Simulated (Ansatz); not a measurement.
Input and command of a calculation in Ansatz (plane waves; scalar-relativistic PAW potentials unless the input names others):

```yaml
crystal:
  lattice:
    - [4.0046725899, 0.0, 0.0]
    - [0.0, 4.0046725899, 0.0]
    - [0.0, 0.0, 4.0046725899]
  atoms:
    - { symbol: Ta, position: [0.5, 0.5, 0.5] }
    - { symbol: O, position: [0.0, 0.5, 0.5], spin: 0.38 }
    - { symbol: O, position: [0.5, 0.5, 0.0], spin: 0.38 }
    - { symbol: O, position: [0.5, 0.0, 0.5], spin: 0.38 }
basis:
  ecutwfc: 500
kpoints:
  mp_grid: { grid: [1, 1, 1] }
hamiltonian:
  xc: r2scan
scf:
  occupations: { method: gaussian, width: 0.1 }
  max_iter: 50
output:
  forces: true
  eigenvalues: true
  stress: true
magnetization:
  spin_polarized: true
```

```bash
ansatz run input.yaml --threads 1 --pin off --max-ram 2560MiB --backend cpu --events-out ev --progress --plain --runs-dir out
```

Abridged log:
```
Basis set: ecut = 500 eV, 1647 PW (Γ), exchange–correlation on 120×120×120 points (64 copies of the dense FFT grid, shifted against one another)
Bands: 21, of which v1, the nominal top of the filled ones, is band 16 counted from 1 (15 counted from 0)
Symmetry: 48 space group operations
k-points: 1
SCF iter   1: F=—  HF=-11618.599631 eV  |F-HF|=—  |Δ(HF+E_count)|=         —  Δρ=6.94e-2 (↑6.94e-2 ↓3.50e-2) dr2=1.88e0  dr2_τ=2.64e-1  dr2_m=1.20e0  M=3.495 μB ∫|m|=3.496 μB  β_m=0.30  ethr=3.10e-3  ⟨swp⟩=5.5  Hψ=188  notcnv=0
Mixer restart at iter 1: flushing history
spin=Collinear: Resta preconditioning applied to the charge; magnetization (m = ρ↑ − ρ↓) channel mixes plain (no charge-response kernel on spin).
SCF iter   2: F=—  HF=-11624.009064 eV  |F-HF|=—  |Δ(HF+E_count)|=    5.41e0  Δρ=4.74e-2 (↑4.74e-2 ↓3.31e-2) dr2=1.93e0  dr2_τ=2.34e-2  dr2_m=5.07e-1  M=3.485 μB ∫|m|=3.485 μB  β_m=0.33  ethr=3.10e-3  ⟨swp⟩=2.5  Hψ=83  notcnv=0  κ⁻¹=1.0e0(r=1)
SCF iter   3: F=—  HF=-11627.845418 eV  |F-HF|=—  |Δ(HF+E_count)|=    3.84e0  Δρ=2.95e-2 (↑2.95e-2 ↓2.48e-2) dr2=1.32e0  dr2_τ=1.35e-2  dr2_m=1.34e-1  M=3.132 μB ∫|m|=3.132 μB  β_m=1.00  ethr=3.10e-3  ⟨swp⟩=2.5  Hψ=76  notcnv=0  κ⁻¹=2.1e-1(r=2)
SCF iter   4: F=—  HF=-11631.137864 eV  |F-HF|=—  |Δ(HF+E_count)|=    3.29e0  Δρ=2.46e-2 (↑1.38e-2 ↓2.46e-2) dr2=1.01e0  dr2_τ=7.83e-3  dr2_m=3.70e-2  M=2.296 μB ∫|m|=2.301 μB  β_m=1.00  ethr=3.10e-3  ⟨swp⟩=2.0  Hψ=76  notcnv=0  κ⁻¹=3.4e-2(r=3)
SCF iter   5: F=—  HF=-11631.345875 eV  |F-HF|=—  |Δ(HF+E_count)|=   2.08e-1  Δρ=2.60e-2 (↑1.05e-2 ↓2.60e-2) dr2=8.56e-1  dr2_τ=1.12e-2  dr2_m=6.42e-2  M=1.956 μB ∫|m|=1.962 μB  β_m=0.67  ethr=3.10e-3  ⟨swp⟩=2.0  Hψ=57  notcnv=0  κ⁻¹=1.2e-2(r=4)
SCF iter   6: F=—  HF=-11632.009322 eV  |F-HF|=—  |Δ(HF+E_count)|=   6.63e-1  Δρ=3.24e-2 (↑7.26e-3 ↓3.24e-2) dr2=6.85e-1  dr2_τ=3.89e-2  dr2_m=1.33e-1  M=1.000 μB ∫|m|=2.420 μB  β_m=1.00  ethr=2.76e-3  ⟨swp⟩=2.5  Hψ=82  notcnv=0  κ⁻¹=2.0e-3(r=5)
SCF iter   7: F=—  HF=-11632.251969 eV  |F-HF|=—  |Δ(HF+E_count)|=         —  Δρ=3.87e-2 (↑9.61e-3 ↓3.87e-2) dr2=5.45e-1  dr2_τ=2.60e-2  dr2_m=2.09e-1  M=1.000 μB ∫|m|=2.534 μB  β_m=1.00  ethr=2.21e-3  ⟨swp⟩=2.5  Hψ=69  notcnv=0
Mixer restart at iter 7: flushing history
SCF iter   8: F=—  HF=-11632.083643 eV  |F-HF|=—  |Δ(HF+E_count)|=   1.68e-1  Δρ=1.90e-2 (↑7.80e-3 ↓1.90e-2) dr2=3.64e-1  dr2_τ=2.23e-2  dr2_m=3.51e-2  M=1.000 μB ∫|m|=2.074 μB  β_m=1.00  ethr=1.61e-4  ⟨swp⟩=3.0  Hψ=101  notcnv=0
   ...
SCF iter   4: F=—  HF=-11632.801299 eV  |F-HF|=—  |Δ(HF+E_count)|=   7.79e-4  Δρ=1.73e-3 (↑5.15e-4 ↓1.73e-3) dr2=1.89e-3  dr2_τ=8.09e-5  dr2_m=6.10e-4  M=3.000 μB ∫|m|=3.074 μB  ethr=3.23e-6  ⟨swp⟩=1.0  Hψ=141  notcnv=0
SCF iter   5: F=—  HF=-11632.801295 eV  |F-HF|=—  |Δ(HF+E_count)|=   4.07e-6  Δρ=5.84e-4 (↑7.53e-5 ↓5.84e-4) dr2=2.71e-4  dr2_τ=7.39e-6  dr2_m=6.08e-5  M=3.000 μB ∫|m|=3.074 μB  ethr=3.23e-6  ⟨swp⟩=1.0  Hψ=103  notcnv=0
SCF iter   6: F=—  HF=-11632.801288 eV  |F-HF|=—  |Δ(HF+E_count)|=   7.29e-6  Δρ=1.16e-4 (↑2.43e-5 ↓1.16e-4) dr2=1.03e-5  dr2_τ=3.03e-7  dr2_m=2.61e-6  M=3.000 μB ∫|m|=3.075 μB  ethr=1.15e-6  ⟨swp⟩=1.0  Hψ=92  notcnv=0
SCF iter   7: F=—  HF=-11632.801287 eV  |F-HF|=—  |Δ(HF+E_count)|=   2.60e-7  Δρ=1.83e-5 (↑3.88e-6 ↓1.83e-5) dr2=2.17e-7  dr2_τ=7.70e-9  dr2_m=6.48e-8  M=3.000 μB ∫|m|=3.075 μB  ethr=4.48e-8  ⟨swp⟩=1.0  Hψ=92  notcnv=0
SCF iter   8: F=-11632.801287 eV  HF=-11632.801287 eV  |F-HF|=2.11e-9  |Δ(HF+E_count)|=   4.03e-9  Δρ=1.13e-6 (↑1.13e-6 ↓8.91e-7) dr2=2.47e-9  dr2_τ=5.27e-11  dr2_m=4.30e-11  M=3.000 μB ∫|m|=3.075 μB  ethr=3.23e-10  ⟨swp⟩=1.0  Hψ=92  notcnv=0
SCF iter   9: F=-11632.801287 eV  HF=-11632.801287 eV  |F-HF|=1.94e-9  |Δ(HF+E_count)|=  1.07e-10  Δρ=1.06e-6 (↑1.06e-6 ↓8.70e-7) dr2=2.28e-9  dr2_τ=4.84e-11  dr2_m=4.28e-11  M=3.000 μB ∫|m|=3.075 μB  ethr=7.98e-12  ⟨swp⟩=1.0  Hψ=126  notcnv=0
SCF 2 converged in 9 iterations: F = -11632.801287 eV  dr2 = 2.28e-9
Initial wavefunctions: those read from a saved state, or passed on in memory by an earlier step or the calling program
SCF iter   1: F=-11632.801287 eV  HF=-11632.801287 eV  |F-HF|=1.93e-9  |Δ(HF+E_count)|=         —  Δρ=1.06e-6 (↑1.06e-6 ↓8.67e-7) dr2=2.27e-9  dr2_τ=4.81e-11  dr2_m=4.26e-11  M=3.000 μB ∫|m|=3.075 μB  β_m=1.20  ethr=6.36e-12  ⟨swp⟩=1.0  Hψ=179  notcnv=0
spin=Collinear: Resta preconditioning applied to the charge; magnetization (m = ρ↑ − ρ↓) channel mixes plain (no charge-response kernel on spin).
SCF iter   2: F=-11632.801287 eV  HF=-11632.801287 eV  |F-HF|=5.58e-9  |Δ(HF+E_count)|=  3.13e-10  Δρ=3.52e-6 (↑5.35e-7 ↓3.52e-6) dr2=8.69e-9  dr2_τ=3.59e-10  dr2_m=2.38e-9  M=3.000 μB ∫|m|=3.075 μB  ethr=6.36e-12  ⟨swp⟩=2.5  Hψ=89  notcnv=0
SCF 3 converged in 2 iterations: F = -11632.801287 eV  dr2 = 8.69e-9
at 1 of the mixer's solves, all of them in the SCFs whose states led to this one, it left a direction of its history that read negative out of its fit and stepped the other way along it
SCF converged after 2 iterations
Magnetization: 3.0000 μB (17.0000 up, 14.0000 down)
Absolute magnetization: 3.0860 μB (∫|ρ↑−ρ↓|, with the PAW one-centre terms)
Spin contamination: 0.0101 ħ² per cell (⟨S²⟩ above its minimum at these occupations)
Per-site moments (μB) at R_I (Å): [(0.42602990, 0.82596372), (0.38410453, 0.82596372), (0.67409240, 0.82596372), (0.67409240, 0.82596372)]
Free energy (F): -11632.801287 eV
Harris-Foulkes:  -11632.801287 eV  (|F-HF|=5.58e-9)
Internal energy: -11632.801164 eV  (E = F + TS)
E sigma→0 (E₀):  -11632.801226 eV
Entropy (-TS):   -0.000123 eV (-0.031 meV/atom)
Fermi energy:    4.972147 eV
--- Forces (eV/Å), atoms counted from 1 ---
  atom   1  Ta     0.00000000     0.00000000     0.00000000
  atom   2  O      0.00000000     0.00000000     0.00000000
  atom   3  O      0.00000000     0.00000000     0.00000000
  atom   4  O      0.00000000     0.00000000     0.00000000
--- Stress (GPa, compression-positive) ---
       34.132973       0.000000       0.000000
        0.000000      44.192950       0.000000
        0.000000       0.000000      44.192950
  P = ⅓ Tr σ = 40.8396 GPa (408.396 kbar)
```

Task: Find the fault.

Result: The fault is one k-point for a small cell (kpoints.mp_grid.grid: [10, 10, 10] → [1, 1, 1], the first being the value of the sound run). Setting it back cures it. The run converged all the same, with an energy at zero smearing 4.7 eV/atom above the reference's, pressure 40.84 GPa, largest force 0.000 eV/Å, gap on the mesh 0.52 eV, so convergence alone doesn't show that an input is right. A reference run from the same start on usual settings converged with pressure -10.44 GPa, largest force 0.000 eV/Å, no gap on the mesh.

The run took 14 s on 1 thread of Intel(R) Xeon(R) 6975P-C (Granite Rapids), on a shared host, peak memory 0.47 GiB.